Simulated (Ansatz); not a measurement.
Li3CuS2: Cu-63 nuclear quadrupole resonance

Cell: a Materials Project structure (computed, not necessarily an observed phase).

Space group Pbcn (No. 60); a = 5.2930, b = 12.0767, c = 5.3378 Å.

| site | Wyckoff | site symmetry | x | y | z |
| --- | --- | --- | --- | --- | --- |
| Li1 | 4c | .2. | 0.0000 | 0.2513 | 0.2500 |
| Li3 | 8d | 1 | 0.2411 | 0.5722 | 0.4841 |
| Cu | 4c | .2. | 0.0000 | 0.7554 | 0.2500 |
| S | 8d | 1 | 0.2475 | 0.6283 | 0.0044 |

One atom of each set is listed.

The numbers come from a DFT calculation in Ansatz (PBE, plane waves and PAW, scalar-relativistic, 420 eV cutoff, Γ-centred 5×3×5 k-points, Fermi–Dirac smearing 0.02 eV).

Cu-63: I = 3/2, Q = -220.0 mb (year-2017 value). Static lattice, zero field.

Problem. Predict the zero-field Cu-63 lines of each site.

Solution. For I = 3/2 there is one line, ν = (|C_Q|/2)(1 + η²/3)^½.

```json
{"site": "Cu", "atoms": "4", "V_zz (10²¹ V/m²)": "1.25", "C_Q (MHz)": "-6.67", "η": "0.75", "line frequencies (MHz)": "3.63"}
```

Problem. And for ⁶⁵Cu (I = 3/2, Q = -204.0 mb) on Cu?

Solution. C_Q scales with Q to -6.18 MHz, with lines at 3.37 MHz.

The run took 76 s of wall time (76 s of CPU time) and 0.86 GiB at its peak, on 1 thread of Arm Neoverse V1 (aarch64; 8 cores open to the job, memory cap 2.5 GiB, no GPU), a shared host with a load of 1.0 a core.
